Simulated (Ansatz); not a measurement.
# Sc, bcc: geometry optimisation

Method: Ansatz 0.2.0, DFT, PBEsol, plane waves (420 eV) with PAW, scalar-relativistic. (PAW data from PBE, frozen cores regenerated.)

k-point mesh 12×12×12, Fermi-Dirac smearing 0.1 eV, no spin polarisation. Cell and atoms relax.

Starting structure:

```yaml
crystal:
  lattice:
    - [-1.8420678645, 1.8420678645, 1.8420678645]
    - [1.8420678645, -1.8420678645, 1.8420678645]
    - [1.8420678645, 1.8420678645, -1.8420678645]
  atoms:
    - { symbol: Sc, position: [0.0, 0.0, 0.0] }
hamiltonian:
  xc: pbesol
  pseudopotentials:
    kind: paw
    azcp:
      Sc: "pseudopotentials/Sc.paw.azcp"
basis:
  ecutwfc: 420
  fft_grid_basis: typed
kpoints:
  mp_grid: { grid: [12, 12, 12], shift: [0, 0, 0] }
magnetization:
  spin_polarized: false
scf:
  occupations: { method: fermi_dirac, width: 0.1 }
relax:
  max_steps: 60
  f_tol: 0.01
  cell: {}
```

Problem. The pressure at the start is -2.2 GPa. By how much does the volume change?

Solution. From 25.00 to 23.94 Å³ per atom, -4.2 %. The final cell has a = 3.631 Å.

Problem. How much energy does the relaxation gain?

Solution. 7.6 meV per atom.
